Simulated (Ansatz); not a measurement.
## Computed properties of Nb4GaSe8

Nb4GaSe8:
```
CELL_PARAMETERS angstrom
      0.00000     5.24451     5.24451
      5.24451     0.00000     5.24451
      5.24451     5.24451     0.00000
ATOMIC_POSITIONS crystal
  Nb 0.14727 0.14727 0.55818
  Nb 0.14727 0.55818 0.14727
  Nb 0.55818 0.14727 0.14727
  Nb 0.14727 0.14727 0.14727
  Ga 0.75000 0.75000 0.75000
  Se 0.88401 0.88401 0.34796
  Se 0.88401 0.34796 0.88401
  Se 0.34796 0.88401 0.88401
  Se 0.88401 0.88401 0.88401
  Se 0.38432 0.38432 0.38432
  Se 0.38432 0.38432 0.84704
  Se 0.38432 0.84704 0.38432
  Se 0.84704 0.38432 0.38432
```

Space group F-43m (No. 216); conventional cell a = b = c = 10.489 Å, α = β = γ = 90.00°.

Method: plane-wave PAW r²SCAN (Ansatz code). The cell and atoms are relaxed at this level. Other levels are named where they apply.

Cell and energy:

```
Quantity                                                       Value
-----------------------------------------------------  -------------
Volume per atom                                             22.19 Å³
Density                                                   6.18 g/cm³
Formation energy from the elements (no fitted shifts)  -0.97 eV/atom
```

Electronic structure:

```
Quantity                                                                     Value
------------------------------------  --------------------------------------------
Electronic character                                             metallic (no gap)
Density of states at the Fermi level  0.67 states/eV per atom (mean over ±0.08 eV)
```

The workflow started from a Materials Project entry (that database holds measured and hypothetical structures alike); the Crystallography Open Database files this formula in space group No. 216, but the cells were not matched. Whether it is the stable phase at ambient conditions was not checked. Symmetry was held in the r²SCAN relaxation; whether a distortion lowers the energy is not shown. The run is not spin-polarised. With an odd number of electrons in the cell and no spin polarisation, the count alone makes it a metal. The references are the lowest solids computed at this level, not always the standard phases. Spin–orbit coupling is left out wherever it is not named.

Potentials: the later of the program's two PAW sets.
